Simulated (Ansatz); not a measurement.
HgS:
```xyz
2
Lattice="0.0000 2.9379 2.9379 2.9379 0.0000 2.9379 2.9379 2.9379 0.0000" Properties=species:S:1:pos:R:3 pbc="T T T"
Hg     0.0000     0.0000     0.0000
S      4.4068     4.4068     4.4068
```

Relaxed with PBEsol. Special points in fractions of this cell's reciprocal vectors: Γ (0.000, 0.000, 0.000); X (0.500, 0.000, 0.500); U (0.625, 0.250, 0.625); K (0.375, 0.375, 0.750); L (0.500, 0.500, 0.500); W (0.500, 0.250, 0.750).

Q: List the band energies nearest the Fermi level at these points for PBEsol in the plane-wave PAW code Ansatz.

A: In eV from the Fermi level; about four levels below and three above (degenerate sets whole), none deeper than 8.9 eV; … stands for higher levels left out; points with the same levels are listed once.

```csv
k,below,above
Γ,-0.58 -0.02 -0.02 -0.02,…
X,-5.75 -4.87 -2.33 -2.33,3.13 3.29 8.30
U,-5.54 -5.11 -2.88 -1.89,3.23 4.58 7.92
L,-5.77 -5.52 -0.99 -0.99,1.49 6.64 6.64
W,-5.41 -5.16 -2.82 -2.34,3.73 5.17 6.60
```

Space group F-43m (zinc blende). Symmetry was held in the PBEsol relaxation. The Fermi level of a semimetal is unsure by some 0.05 eV on such meshes. Scalar-relativistic: spin–orbit coupling is off unless named, which matters more the heavier the elements.

Potentials: the later of the program's two PAW sets.
